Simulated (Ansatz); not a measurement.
BaZrO$_{3}$:
```yaml
crystal:
  lattice:
    - [4.20497, 0.00000, 0.00000]
    - [0.00000, 4.20497, 0.00000]
    - [0.00000, 0.00000, 4.20497]
  atoms:
    - { symbol: O, position: [0.00000, 0.50000, 0.50000] }
    - { symbol: O, position: [0.50000, 0.00000, 0.50000] }
    - { symbol: O, position: [0.50000, 0.50000, 0.00000] }
    - { symbol: Ba, position: [0.00000, 0.00000, 0.00000] }
    - { symbol: Zr, position: [0.50000, 0.50000, 0.50000] }
```

Relaxed with r²SCAN.

Problem. Give the optical modes at the zone centre with their infrared and Raman activity from DFPT, the program Ansatz at the r²SCAN level (PAW).

Solution. Transverse frequencies, without the LO–TO term; a row sums one degenerate level.

```csv
ω (cm⁻¹),degeneracy,IR ((D/Å)²/amu),Raman (Å⁴/amu),activity,symmetry
104,3,32.42,0,IR,T1u
198,3,78.98,0,IR,T1u
199,3,0.00,0,silent,T2u
495,3,51.03,0,IR,T1u
```

Problem. How high does the top mode go among those that the LO–TO term moves?

Solution. 691 cm⁻¹ for q along x.

Space group Pm-3m (cubic perovskite). The r²SCAN relaxation kept the symmetry of its start; phonons on a q-mesh show weakly imaginary modes. The run is not spin-polarised. Spin–orbit coupling is left out wherever it is not named.

Potentials: the later of the program's two PAW sets.
